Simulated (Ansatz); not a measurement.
A geometry of Ta away from equilibrium: step 2 of the relaxation of a relaxed Ta cell displaced along its unstable phonon at q = (0, 0, ½) of its primitive reciprocal cell (50i cm⁻¹), largest move 0.15 Å. All values below come from PBEsol (plane waves to 420 eV, PAW, scalar-relativistic; Ansatz, a quantum-chemistry and plane-wave program). Γ-centred k-mesh 13×13×2 on the run's cell (coarser than for final values), Fermi–Dirac smearing 0.05 eV.

```xyz
8
Lattice="2.9003 0.0000 0.0000 -1.4501 2.5099 0.0275 0.0000 0.2171 19.9836" Properties=species:S:1:pos:R:3:forces:R:3 pbc="T T T" free_energy=-78457.394 pressure_GPa=-0.8
Ta     0.0000     0.2536    -0.0024    0.0000    0.2387   -0.2755
Ta     0.0000    -0.1426     9.9931    0.0000   -0.2421    0.2782
Ta     0.0000     0.0507     4.9965    0.0000    0.0006   -0.0041
Ta     0.0000     0.1705    14.9885    0.0000    0.0153    0.0142
Ta     0.0000     1.5888     2.5069    0.0000   -0.0867    0.0671
Ta     0.0000     2.1029    12.5044    0.0000    0.4689   -0.1466
Ta     1.4501     1.0319     7.5123    0.0000    0.0842   -0.0694
Ta     1.4501     0.7237    17.4981    0.0000   -0.4789    0.1362
```

Positions in Å, forces in eV/Å, free energy of the cell in eV (comparable only within this code, potentials and settings). Largest force: 0.50 eV/Å, on Ta6, Ta8 (atoms numbered as listed); the geometry lies 0.24 eV/atom above the end of its relaxation.

No spin polarisation in the result.

The run could not lose the symmetry of its start.

Of the parent cell (P6₃/mmc (No. 194)): it is a generated cell of Ta: the first start was made by placing the elements on the sites of a structure type, and the end was not matched to a known phase here, so it may be hypothetical. Known forms of Ta include space group No. 229.
